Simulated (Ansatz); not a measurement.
Input file for Ansatz (a first-principles code):

Ansatz 0.2 input:
```yaml
crystal:
  lattice:
    - [4.8076135888, 0.0, 0.0]
    - [0.0, 4.8076135888, 0.0]
    - [0.0, 0.0, 4.8076135888]
  atoms:
    - { symbol: Y, position: [0.0, 0.0, 0.0] }
    - { symbol: Pb, position: [0.0, 0.5, 0.5] }
    - { symbol: Pb, position: [0.5, 0.0, 0.5] }
    - { symbol: Pb, position: [0.5, 0.5, 0.0] }
kpoints:
  mp_grid: { grid: [6, 6, 6] }
  band_path:
    path:
      - [[0.0, 0.0, 0.0], [0.0, 0.5, 0.0], [0.5, 0.5, 0.0], [0.0, 0.0, 0.0], [0.5, 0.5, 0.5], [0.0, 0.5, 0.0]]  # Γ-X-M-Γ-R-X
      - [[0.5, 0.5, 0.5], [0.5, 0.5, 0.0]]  # R-M
    npoints: 12
basis: { xc_grid: 2 }
hamiltonian:
  xc: pbesol
  pseudopotentials: { kind: paw }
magnetization: { noncollinear: true, spin_orbit: true }
scf:
  n_extra_bands: 13
  convergence: { dr2_threshold: 0.0000000001 }
  occupations: { method: gaussian, width: 0.05 }
output: { eigenvalues: true }
```

Output (shortened):

```
Pseudopotential: Y, paw_fr, valence charge 11
Pseudopotential: Pb, paw_fr, valence charge 14
Functional definition: PBEsol
non-collinear run that drives no moment, with spin-orbit …
Crystal: 4 atoms, lattice volume = 111.119 Å³
Basis set: ecut = 420 eV, 2109 PW (Γ), exchange–correlation on 72×72×72 points (8 copies of the dense FFT grid, shifted against one another)
Bands: 66, of which v1, the nominal top of the filled ones, is band 53 counted from 1 (52 counted from 0)
Symmetry: 48 space group operations + 48 with time reversal
k-points: 20 of 216
Projection manifold: j_resolved (fully-relativistic pseudo-atomic orbitals)
SCF iter   1: F=—  HF=-39177.262916 eV  |F-HF|=—  |Δ(HF+E_count)|=         —  Δρ=4.51e-2  dr2=7.81e0  dr2_m=0.00e0 (ungated)  ethr=3.10e-3  |M|=0.00e0 ∫|m|=0.00e0 μB  |m|>n=0.0e0 m-floor=0.0e0 τ_xc=0.0e0  β_m=0.30  ⟨swp⟩=7.9  Hψ=3243  notcnv=0
preconditioner: auto → Resta (q_TF=auto, 2.412 Å⁻¹)
spin=Noncollinear: Resta preconditioning applied to the charge; magnetization (m_x, m_y, m_z) channels mix plain (no charge-response kernel on spin).
SCF iter   2: F=—  HF=-39175.851869 eV  |F-HF|=—  |Δ(HF+E_count)|=    1.41e0  Δρ=2.07e-2  dr2=1.48e0  dr2_m=0.00e0 (ungated)  ethr=3.10e-3  |M|=0.00e0 ∫|m|=0.00e0 μB  |m|>n=0.0e0 m-floor=0.0e0 τ_xc=0.0e0  β_m=0.41  ⟨swp⟩=3.9  Hψ=1392  notcnv=0  defer=126
preconditioner: auto → Kerker (q_TF=auto, 2.412 Å⁻¹)
spin=Noncollinear: Kerker preconditioning applied to the charge; magnetization (m_x, m_y, m_z) channels mix plain (no charge-response kernel on spin).
SCF iter   3: F=—  HF=-39175.496830 eV  |F-HF|=—  |Δ(HF+E_count)|=   3.55e-1  Δρ=7.06e-3  dr2=7.81e-2  dr2_m=0.00e0 (ungated)  ethr=2.79e-3  |M|=0.00e0 ∫|m|=0.00e0 μB  |m|>n=0.0e0 m-floor=0.0e0 τ_xc=0.0e0  β_m=0.67  ⟨swp⟩=3.4  Hψ=959  notcnv=0  defer=124
SCF iter   4: F=—  HF=-39175.497750 eV  |F-HF|=—  |Δ(HF+E_count)|=   9.20e-4  Δρ=3.03e-3  dr2=2.56e-2  dr2_m=0.00e0 (ungated)  ethr=1.47e-4  |M|=0.00e0 ∫|m|=0.00e0 μB  |m|>n=0.0e0 m-floor=0.0e0 τ_xc=0.0e0  β_m=0.73  ⟨swp⟩=3.2  Hψ=1267  notcnv=0  defer=128
SCF iter   5: F=—  HF=-39175.491503 eV  |F-HF|=—  |Δ(HF+E_count)|=   6.25e-3  Δρ=1.19e-3  dr2=4.40e-3  dr2_m=0.00e0 (ungated)  ethr=4.83e-5  |M|=0.00e0 ∫|m|=0.00e0 μB  |m|>n=0.0e0 m-floor=0.0e0 τ_xc=0.0e0  β_m=0.87  ⟨swp⟩=2.0  Hψ=765  notcnv=0  defer=128
SCF iter   6: F=—  HF=-39175.490263 eV  |F-HF|=—  |Δ(HF+E_count)|=   1.24e-3  Δρ=3.39e-4  dr2=3.24e-4  dr2_m=0.00e0 (ungated)  ethr=8.30e-6  |M|=0.00e0 ∫|m|=0.00e0 μB  |m|>n=0.0e0 m-floor=0.0e0 τ_xc=0.0e0  β_m=0.93  ⟨swp⟩=1.9  Hψ=673  notcnv=0  defer=128
SCF iter   7: F=—  HF=-39175.490164 eV  |F-HF|=—  |Δ(HF+E_count)|=   9.83e-5  Δρ=6.16e-5  dr2=9.28e-6  dr2_m=0.00e0 (ungated)  ethr=6.11e-7  |M|=0.00e0 ∫|m|=0.00e0 μB  |m|>n=0.0e0 m-floor=0.0e0 τ_xc=0.0e0  β_m=0.97  ⟨swp⟩=2.0  Hψ=1105  notcnv=0  defer=128
SCF iter   8: F=—  HF=-39175.490158 eV  |F-HF|=—  |Δ(HF+E_count)|=   6.63e-6  Δρ=2.42e-5  dr2=1.40e-6  dr2_m=0.00e0 (ungated)  ethr=1.75e-8  |M|=0.00e0 ∫|m|=0.00e0 μB  |m|>n=0.0e0 m-floor=0.0e0 τ_xc=0.0e0  β_m=0.98  ⟨swp⟩=2.2  Hψ=839  notcnv=0  defer=128
SCF iter  11: F=-39175.490217 eV  HF=-39175.490217 eV  |F-HF|=1.46e-11  |Δ(HF+E_count)|=  2.47e-10  Δρ=2.29e-7  dr2=6.19e-11  dr2_m=0.00e0 (ungated)  ethr=1.00e-12  |M|=0.00e0 ∫|m|=0.00e0 μB  |m|>n=0.0e0 m-floor=0.0e0 τ_xc=0.0e0  ⟨swp⟩=11.3  Hψ=3156  notcnv=0
SCF 1 converged in 11 iterations: F = -39175.490217 eV  dr2 = 6.19e-11
NSCF: frozen V_eff on 74 k-points
SCF converged after 11 iterations
Magnetization: |M| = 0.0000 μB,  M = (+0.0000, +0.0000, +0.0000) μB
Absolute magnetization: 0.0000 μB (∫|m|)
  site 0: m = (+0.0000, +0.0000, +0.0000) μB, |m| = 0.0000 μB  (R = 1.40 Å)
  site 1: m = (+0.0000, +0.0000, +0.0000) μB, |m| = 0.0000 μB  (R = 1.40 Å)
  site 2: m = (+0.0000, +0.0000, +0.0000) μB, |m| = 0.0000 μB  (R = 1.40 Å)
  site 3: m = (+0.0000, +0.0000, +0.0000) μB, |m| = 0.0000 μB  (R = 1.40 Å)
Free energy (F): -39175.490217 eV
Harris-Foulkes:  -39175.490217 eV  (|F-HF|=1.46e-11)
Internal energy: -39175.486481 eV  (E = F + TS)
E sigma→0 (E₀):  -39175.488349 eV
Entropy (-TS):   -0.003736 eV (-0.934 meV/atom)
Fermi energy:    11.905768 eV
--- Per-component energies (eV) ---
  E_band       = -160.329282
  E_kinetic    = 1181.024059
  E_local      = -3477.555563  (includes V_loc(G=0)·N_el)
  E_nonlocal   = 1108.839700
  E_hartree    = 1349.421588
  E_xc         = -830.266939
  E_vxc        = -599.094349  (∫ρ·V_xc dr)
  E_paw        = -33662.717608  (= ΣΔE_a)
  E_vpaw       = -1072.386071  (= ΣTr[D̂ρ^β])
  E_aug_tail   = 0.000151  (compensation charges beyond the density's cutoff)
  E_ewald      = -4844.604890
  E_core_change = 0.373021  (= ΣΔE_core)
  E_smearing   = -0.003736  (= −TS)
  E_closure    = 0.000000  (closes the sum)
  Σ components = -39175.490217   (vs F -39175.490217, Δ=0.00e0)
  [band-id]    e_kinetic+e_local+e_nonlocal+2·e_hartree+e_vxc+e_vpaw+e_augmentation_tail = -160.328897   (vs E_band -160.329282, Δ=3.85e-4)
--- Band table (eV; the first three rows and the last of 20) ---
  k-point 0: bands = ["-31.4507", "-31.4507", "-12.4519", "-12.4519", "-11.0047", "-11.0047", "-11.0047", "-11.0047", "-6.2009", "-6.2009", "-6.2009", "-6.2009", "-6.1548", "-6.1548", "-6.1224", "-6.1224", "-6.1172", "-6.1172", "-6.1172", "-6.1172", …
  k-point 1: bands = ["-31.4506", "-31.4506", "-12.4538", "-12.4538", "-11.0099", "-11.0099", "-11.0056", "-11.0056", "-6.1988", "-6.1988", "-6.1923", "-6.1923", "-6.1493", "-6.1493", "-6.1232", "-6.1232", "-6.1165", "-6.1165", "-6.1143", "-6.1143", …
  k-point 2: bands = ["-31.4504", "-31.4504", "-12.4576", "-12.4576", "-11.0202", "-11.0202", "-11.0075", "-11.0075", "-6.1950", "-6.1950", "-6.1711", "-6.1711", "-6.1365", "-6.1365", "-6.1297", "-6.1297", "-6.1166", "-6.1166", "-6.1077", "-6.1077", …
  k-point 19: bands = ["-31.4496", "-31.4496", "-12.4623", "-12.4623", "-11.0199", "-11.0199", "-11.0199", "-11.0199", "-6.1891", "-6.1891", "-6.1891", "-6.1891", "-6.1426", "-6.1426", "-6.1426", "-6.1426", "-6.1205", "-6.1205", "-6.0848", "-6.0848", …
```

Cost: very roughly 80 core-seconds on shared cores.

Space group Pm-3m (Cu3Au type). The workflow started from an entry of the Crystallography Open Database (COD). Its standing as an ambient phase is unchecked. The cell was relaxed with PBEsol under the symmetry of its start; of distortions, only those at the zone centre were tested. No spin polarisation was allowed.

Potentials: the later of the program's two PAW sets.

Ansatz is a plane-wave DFT program.
